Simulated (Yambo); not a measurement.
G0W0@PBEsol for CaC₂ (space group C2/c, No. 15) in Yambo. Reference settings: 4×4×2 Γ-centred k mesh, 140 bands and a 7 Ry block in the screening, 140 bands in G with the Bruneval-Gonze terminator, plasmon pole fitted at 27.2 eV. The PBEsol gap (0.25, -0.25, 0) → (-0.5, -0.5, 0) on this mesh is 1.89 eV; G0W0 gaps are taken between the same points.

The settings were changed. The gap went from 3.81 eV to 3.73 eV, and the shift of the valence edge from -0.90 eV to -0.56 eV.

Question: What was changed between the two runs?
(A) 54 bands in W, 54 bands in G
(B) 91 bands in G, no terminator
(C) 91 bands in G
(D) 66 bands in W

Answer: B, 91 bands in G, no terminator. The others gave (gap, valence shift): 54 bands in W, 54 bands in G: 3.87, -0.62 eV; 66 bands in W: 3.86, -0.76 eV; 91 bands in G: 3.81, -0.88 eV.

Geometry of the Materials Project entry, not relaxed at this level; primitive cell a = 3.900 Å, b = 3.900 Å, c = 7.384 Å, α = 104.58°, β = 104.58°, γ = 64.51°.

The structure is a Materials Project entry; no match was found in the copy of COD used, and its stability was not checked.

A shift is the quasiparticle energy of the state minus its PBEsol energy.
